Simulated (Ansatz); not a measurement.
Given:

TaRu:
```xyz
2
Lattice="3.0019 0.0000 0.0000 0.0000 3.0019 0.0000 0.0000 0.0000 3.3666" Properties=species:S:1:pos:R:3 pbc="T T T"
Ta     1.5010     1.5010     1.6833
Ru     0.0000     0.0000     0.0000
```

This is the LDA-relaxed structure.

Task: All from DFT-LDA in the program Ansatz with PAW potentials, unless another level is named. Give the bulk modulus (Birch–Murnaghan fit).

Result: 288 GPa.

Task: Give the highest zone-centre frequency.

Result: 156 cm⁻¹.

Space group P4/mmm (L1₀ or tetragonal B2). The workflow started from a Materials Project entry (that database holds measured and hypothetical structures alike); the Crystallography Open Database files this formula in space group No. 123, but the cells were not matched. Whether it is the stable phase at ambient conditions was not checked. The LDA relaxation kept the symmetry of its start; its stability against distortions is not shown here. No spin polarisation was allowed. As this level gives no gap, phonon frequencies hold no LO–TO term and depend on the k-mesh and smearing (Fermi–Dirac, 0.1 eV here). Scalar-relativistic: spin–orbit coupling is off unless named, which matters more the heavier the elements.

Potentials: the earlier of the program's two PAW sets. The files were generated under PBE; for other functionals the program regenerates the frozen cores, and for LDA and PBEsol the local potential too.
